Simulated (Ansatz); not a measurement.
Structure optimisation: tantalum, omega (AlB2-type)

These are results of DFT, BLYP, plane waves (420 eV) with PAW, scalar-relativistic (Ansatz 0.2.0), not measurements. The PAW files were generated under PBE, with cores re-solved for the functional.

k-point mesh 8×8×11, Fermi-Dirac smearing 0.1 eV, no spin polarisation. Cell and atoms relax.

Starting structure:

```yaml
crystal:
  lattice:
    - [4.6735112553, 0.0, 0.0]
    - [-2.3367556276, 4.047379472, 0.0]
    - [0.0, 0.0, 2.8648623995]
  atoms:
    - { symbol: Ta, position: [0.0, 0.0, 0.0] }
    - { symbol: Ta, position: [0.3333333333, 0.6666666667, 0.5] }
    - { symbol: Ta, position: [0.6666666667, 0.3333333333, 0.5] }
hamiltonian:
  xc: blyp
  pseudopotentials:
    kind: paw
    azcp:
      Ta: "pseudopotentials/Ta.paw.azcp"
basis:
  ecutwfc: 420
  fft_grid_basis: typed
kpoints:
  mp_grid: { grid: [8, 8, 11], shift: [0, 0, 0] }
magnetization:
  spin_polarized: false
scf:
  occupations: { method: fermi_dirac, width: 0.1 }
relax:
  max_steps: 60
  f_tol: 0.01
  cell: {}
```

The pressure at the start is 12.6 GPa. By how much does the volume change?

From 18.06 to 19.26 Å³ per atom, 6.6 %. The final cell has a = 4.922 Å, c = 2.754 Å (c/a = 0.560).

How much energy does the relaxation gain?

133.5 meV per atom.
